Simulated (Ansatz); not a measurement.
AgBr (rock salt, space group No. 225), plane-wave PAW PBEsol (Ansatz code): ε∞ = 6.55, cell volume 45.68 Å³. Infrared-active transverse modes:

```json
[
 {"ω_TO (cm⁻¹)": "86.6", "oscillator strength S_xx (e²/amu)": "0.04974"}
]
```

**Question.** Compute the static dielectric constant.

**Answer.** Each mode adds (4.921e7/V) S/ω²: 7.14. So ε0 = 13.7.

**Question.** What LO frequency does the Lyddane–Sachs–Teller relation give?

**Answer.** ω_LO = ω_TO √(ε0/ε∞) = 125 cm⁻¹.

Space group Fm-3m (rock salt). The PBEsol relaxation kept the symmetry of its start; of distortions, only those at the zone centre were tested. The run is not spin-polarised. Spin–orbit coupling is left out wherever it is not named.

Potentials: the later of the program's two PAW sets.
